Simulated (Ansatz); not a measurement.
Collinear states of MnAl3

The calculation used DFT PBE, scalar-relativistic, plane waves, PAW (Ansatz 0.2.0).

```
Al Mn
1.0
     0.00000    3.03935    3.03935
     3.03935    0.00000    3.03935
     3.03935    3.03935    0.00000
Al Mn
3 1
Cartesian
  1.5197 1.5197 1.5197
  4.5590 4.5590 4.5590
  3.0394 3.0394 3.0394
  0.0000 0.0000 0.0000
```

```json
{
 "plane-wave cutoff": "420 eV",
 "Γ-centred k-mesh": "12×12×12",
 "occupation rule": "Gaussian smearing, 0.1 eV",
 "list of starting moments (μB, in atom order)": "0 0 0 4",
 "check for lower electronic states after the SCF": "off"
}
```

All runs keep this geometry, which isn't relaxed for the lowest state (largest force there 0.017 eV/Å, pressure 2.2 GPa) and needn't be a stable compound; relaxing each order can shift differences of a few meV. A propagation vector, in units of the reciprocal vectors, doubles the cell, which takes an equally dense mesh. The large starts are 0 0 0 5 μB. The small starts are 0 0 0 0.5 μB. Site moments are spin moments in atom-centred spheres that scale with the neighbour distance. The states are those that the runs reached from these starts; a lower one can exist.

Problem. Starts tried: no spin; ferromagnetic; large parallel starting moments; antiferromagnetic, doubled cell, propagation vector (0, 0, 1/2); antiferromagnetic, doubled cell, propagation vector (0, 1/2, 1/2); small parallel starting moments. Which state comes out lowest, and what are the moments?

Solution. The lowest state is antiferromagnetic, reached from the start “antiferromagnetic, doubled cell, propagation vector (0, 0, 1/2)”, with site moments (μB) Mn +2.02, Mn -2.02.

```
                                                            start ends energy above lowest (meV/atom) site moments (μB) gap on mesh (eV) P (GPa)
                                                          no spin non-magnetic                            35.6      none over 0.05             metal     -2.3
                                                    ferromagnetic ferromagnetic                            13.9            Mn +1.52             metal      0.0
                                  large parallel starting moments ferromagnetic                            13.9            Mn +1.52             metal      0.0
  antiferromagnetic, doubled cell, propagation vector (0, 0, 1/2) antiferromagnetic                            0.00  Mn +2.02, Mn -2.02             metal      2.2
antiferromagnetic, doubled cell, propagation vector (0, 1/2, 1/2) antiferromagnetic                            6.89  Mn +2.05, Mn -2.05             metal      2.6
                                  small parallel starting moments ferromagnetic                            13.9            Mn +1.52             metal      0.0
```